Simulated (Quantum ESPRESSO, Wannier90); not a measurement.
# Wannier functions of TaAs (I4₁md)

```xyz
4
Lattice="0.0000 -3.4436 0.0000 3.4436 0.0000 0.0000 -1.7218 1.7218 5.8679" Properties=species:S:1:pos:R:3 pbc="T T T"
Ta    -1.7218     0.0000     2.9336
Ta     1.7218    -1.7218    -0.0004
As     1.7218     0.0000    -1.9642
As     0.0000     0.0000     0.9697
```

Cell from Materials Project (mp-1936), symmetrised, no further relaxation. Not found in the COD (Crystallography Open Database) copy used; not checked further. Method: PBEsol plane waves in Quantum ESPRESSO 7.5 (PseudoDojo norm-conserving files, 68 Ry, spinors with spin-orbit coupling), Bloch states on a 4×4×4 mesh through Γ, Wannier90 4.0.1. Density: 10×10×10 mesh, cold smearing 0.01 Ry.

A tight-binding model is made by disentanglement and projection with no localisation steps (num_iter = 0), so the 52 orbitals stay atom-like: hydrogen-like Ta: s;p;d; As: s;p, axes along x, y, z; frozen window up to 1.50 eV relative to the Fermi level. It follows pw.x to 18 meV rms for states up to 1.0 eV relative to the Fermi level. Matrix elements depend on this choice of orbitals and windows.

The 30 largest hoppings ⟨m,0|H|n,R⟩ between different sites (one of each Hermitian pair; signs follow the real orbitals' lobes; the list may end inside a set of equal values):

```tsv
m	n	R	distance of the centres (Å)	t (eV)	Im t (eV)
As3 py↑	Ta2 pz↑	0 0 0	2.68	-1.748	0.000
As3 py↓	Ta2 pz↓	0 0 0	2.68	-1.748	0.000
As4 px↑	Ta1 pz↑	0 0 0	2.68	-1.748	0.000
As4 px↓	Ta1 pz↓	0 0 0	2.68	-1.748	0.000
As4 px↑	Ta1 pz↑	0 1 0	2.68	1.748	0.000
As4 px↓	Ta1 pz↓	0 1 0	2.68	1.748	0.000
Ta2 pz↑	As3 py↑	1 0 0	2.68	1.748	0.000
Ta2 pz↓	As3 py↓	1 0 0	2.68	1.748	0.000
As3 pz↑	Ta2 s↑	0 0 0	2.71	-1.651	0.000
As3 pz↓	Ta2 s↓	0 0 0	2.71	-1.651	0.000
As4 pz↑	Ta1 s↑	0 0 0	2.71	-1.651	0.000
As4 pz↓	Ta1 s↓	0 0 0	2.71	-1.651	0.000
As4 pz↑	Ta1 s↑	0 1 0	2.71	-1.651	0.000
As4 pz↓	Ta1 s↓	0 1 0	2.71	-1.651	0.000
Ta2 s↑	As3 pz↑	1 0 0	2.71	-1.651	0.000
Ta2 s↓	As3 pz↓	1 0 0	2.71	-1.651	0.000
As3 pz↑	Ta2 py↑	0 0 0	2.70	-1.631	0.000
As3 pz↓	Ta2 py↓	0 0 0	2.70	-1.631	0.000
As4 pz↑	Ta1 px↑	0 0 0	2.70	-1.631	0.000
As4 pz↓	Ta1 px↓	0 0 0	2.70	-1.631	0.000
As4 pz↑	Ta1 px↑	0 1 0	2.70	1.631	0.000
As4 pz↓	Ta1 px↓	0 1 0	2.70	1.631	0.000
Ta2 py↑	As3 pz↑	1 0 0	2.70	1.631	0.000
Ta2 py↓	As3 pz↓	1 0 0	2.70	1.631	0.000
As3 pz↑	Ta2 dyz↑	0 0 0	2.74	1.598	0.000
As3 pz↓	Ta2 dyz↓	0 0 0	2.74	1.598	0.000
As4 pz↑	Ta1 dxz↑	0 0 0	2.74	1.598	0.000
As4 pz↓	Ta1 dxz↓	0 0 0	2.74	1.598	0.000
As4 pz↑	Ta1 dxz↑	0 1 0	2.74	-1.598	0.000
As4 pz↓	Ta1 dxz↓	0 1 0	2.74	-1.598	0.000
```
